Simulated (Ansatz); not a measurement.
Cs2KYCl6:
```xyz
10
Lattice="0.0000 5.4114 5.4114 5.4114 0.0000 5.4114 5.4114 5.4114 0.0000" Properties=species:S:1:pos:R:3 pbc="T T T"
K      5.4114     5.4114     5.4114
Cs     8.1171     8.1171     8.1171
Cs     2.7057     2.7057     2.7057
Y      0.0000     0.0000     0.0000
Cl     2.5703     5.4114     5.4114
Cl     8.2525     5.4114     5.4114
Cl     5.4114     2.5703     5.4114
Cl     5.4114     8.2525     5.4114
Cl     5.4114     5.4114     2.5703
Cl     5.4114     5.4114     8.2525
```

Relaxed with LDA. Special points in fractions of this cell's reciprocal vectors: Γ (0.000, 0.000, 0.000); X (0.500, 0.000, 0.500); U (0.625, 0.250, 0.625); K (0.375, 0.375, 0.750); L (0.500, 0.500, 0.500); W (0.500, 0.250, 0.750).

**Question.** List the band energies nearest the valence-band maximum at these points for LDA in the plane-wave PAW code Ansatz.

**Answer.** In eV from the valence-band maximum; about four levels below and three above (degenerate sets whole), none deeper than 8.9 eV; points with the same levels are listed once.

| k | below | above |
|---|---|---|
| Γ | -0.18 -0.18 -0.18 0.00 0.00 0.00 | 5.03 5.03 5.03 |
| X | -0.54 -0.54 -0.33 -0.33 -0.01 | 5.13 5.72 5.72 |
| U | -0.44 -0.39 -0.37 -0.10 | 5.28 5.61 5.64 |
| L | -0.36 -0.36 -0.26 -0.26 -0.19 | 5.35 5.42 5.42 |
| W | -0.50 -0.50 -0.21 -0.21 | 5.42 5.42 5.72 |

Space group Fm-3m. The first step of the workflow began from a Materials Project structure, measured or hypothetical; the Crystallography Open Database copy checked does not list it. Its standing as an ambient phase is unchecked. The cell was relaxed with LDA under the symmetry of its start. At this level the phase is dynamically unstable (imaginary phonons). The run is not spin-polarised. Spin–orbit coupling is left out wherever it is not named.

Potentials: the later of the program's two PAW sets.
